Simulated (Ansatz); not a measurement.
Input and command of a calculation in Ansatz (plane waves; scalar-relativistic PAW potentials unless the input names others):

```yaml
crystal:
  lattice:
    - [5.1259062925, -2.3910598269, 0.0]
    - [5.1259062925, 2.3910598269, 0.0]
    - [0.0, 0.0, 4.7736270981]
  atoms:
    - { symbol: Li, position: [0.7500061578, 0.2499938422, 0.75] }
    - { symbol: Li, position: [0.2499938422, 0.7500061578, 0.25] }
    - { symbol: Mg, position: [0.4080920584, 0.9080460592, 0.75] }
    - { symbol: Mg, position: [0.0919539408, 0.5919079416, 0.75] }
    - { symbol: Mg, position: [0.9080460592, 0.4080920584, 0.25] }
    - { symbol: Mg, position: [0.5919079416, 0.0919539408, 0.25] }
basis:
  ecutwfc: 500
kpoints:
  mp_grid: { grid: [8, 8, 8] }
hamiltonian:
  xc: r2scan
scf:
  occupations: { method: methfessel_paxton, width: 5.0 }
  max_iter: 75
output:
  forces: true
  eigenvalues: true
  stress: true
```

```bash
ansatz run input.yaml --threads 1 --pin off --max-ram 2560MiB --backend cpu --events-out ev --progress --plain --runs-dir out
```

Abridged log:
```
Basis set: ecut = 500 eV, 3015 PW (Γ), exchange–correlation on 180×180×144 points (64 copies of the dense FFT grid, shifted against one another)
Bands: 68, of which v1, the nominal top of the filled ones, is band 23 counted from 1 (22 counted from 0)
Symmetry: 8 space group operations
k-points: 105 of 512
SCF iter   1: F=—  HF=-8116.267097 eV  |F-HF|=—  |Δ(HF+E_count)|=         —  Δρ=6.63e-3  dr2=2.08e-2  dr2_τ=3.37e-3  ethr=1.77e-3  ⟨swp⟩=8.0  Hψ=37678  notcnv=0
SCF iter   2: F=—  HF=-8116.293786 eV  |F-HF|=—  |Δ(HF+E_count)|=   2.67e-2  S|Δr|=    0.00e0  Δρ=3.05e-3  dr2=6.93e-3  dr2_τ=1.17e-4  ethr=4.52e-5  ⟨swp⟩=2.0  Hψ=13114  notcnv=0
SCF iter   3: F=—  HF=-8116.294848 eV  |F-HF|=—  |Δ(HF+E_count)|=   1.06e-3  S|Δr|=    0.00e0  Δρ=9.57e-4  dr2=1.41e-3  dr2_τ=1.74e-5  ethr=1.51e-5  ⟨swp⟩=2.8  Hψ=9986  notcnv=0
SCF iter   4: F=—  HF=-8116.294937 eV  |F-HF|=—  |Δ(HF+E_count)|=   8.90e-5  S|Δr|=    0.00e0  Δρ=1.84e-4  dr2=7.45e-5  dr2_τ=7.75e-7  ethr=3.07e-6  ⟨swp⟩=1.0  Hψ=7140  notcnv=0
SCF iter   5: F=—  HF=-8116.294925 eV  |F-HF|=—  |Δ(HF+E_count)|=   1.25e-5  S|Δr|=    0.00e0  Δρ=4.64e-5  dr2=4.06e-6  dr2_τ=3.81e-8  ethr=1.62e-7  ⟨swp⟩=1.0  Hψ=7140  notcnv=0
SCF iter   6: F=—  HF=-8116.294925 eV  |F-HF|=—  |Δ(HF+E_count)|=   1.70e-8  S|Δr|=    0.00e0  Δρ=1.32e-5  dr2=2.80e-7  dr2_τ=9.59e-10  ethr=8.82e-9  ⟨swp⟩=2.4  Hψ=9584  notcnv=0
SCF iter   7: F=-8116.294925 eV  HF=-8116.294925 eV  |F-HF|=1.62e-9  |Δ(HF+E_count)|=   4.08e-8  S|Δr|=    0.00e0  Δρ=2.24e-6  dr2=4.76e-9  dr2_τ=2.06e-10  ethr=2.17e-10  ⟨swp⟩=6.5  Hψ=23828  notcnv=0
SCF 1 converged in 7 iterations: F = -8116.294925 eV  dr2 = 4.76e-9
SCF converged after 7 iterations
Stability not checked: this state was not tested for a lower state beside it, because cold or Methfessel-Paxton smearing, or corrected tetrahedra, fill the levels in a way that the test cannot read (fill_not_monotonic; see scf.lower_state_search)
Free energy (F): -8116.294925 eV
Harris-Foulkes:  -8116.294925 eV  (|F-HF|=1.62e-9)
Internal energy: -8115.247465 eV  (E = F + TS)
E sigma→0 (E₀):  -8116.033060 eV
Entropy (-TS):   -1.047460 eV (-174.577 meV/atom)
Fermi energy:    5.165834 eV
--- Forces (eV/Å), atoms counted from 1 ---
  atom   1  Li     0.00000000    -0.00022772     0.00000000
  atom   2  Li     0.00000000     0.00022772     0.00000000
  atom   3  Mg    -0.00065896     0.00019769     0.00000000
  atom   4  Mg     0.00065896     0.00019769     0.00000000
  atom   5  Mg    -0.00065896    -0.00019769     0.00000000
  atom   6  Mg     0.00065896    -0.00019769     0.00000000
--- Stress (GPa, compression-positive) ---
        3.129177       0.000000       0.000000
        0.000000       2.629274       0.000000
        0.000000       0.000000       2.759708
  P = ⅓ Tr σ = 2.8394 GPa (28.394 kbar)
```

**Question.** What is wrong with this input?

**Answer.** The fault is a smearing of electronvolts (scf.occupations: {"method": "gaussian", "width": 0.1} → {"method": "methfessel_paxton", "width": 5.0}, the first being the value of the sound run). Setting it back cures it. The run converged all the same, with an energy at zero smearing 25.60 meV/atom above the reference's, pressure 2.84 GPa, largest force 0.001 eV/Å, no gap on the mesh, so convergence alone doesn't show that an input is right. A reference run on usual settings, whose relaxation ended at this geometry, converged, and the end of its own relaxation has pressure 2.19 GPa, largest force 0.000 eV/Å, no gap on the mesh (its cell was held, or driven to that pressure on purpose).

The run took 37 s on 1 thread of Intel(R) Xeon(R) 6975P-C (Granite Rapids), on a shared host, peak memory 1.2 GiB.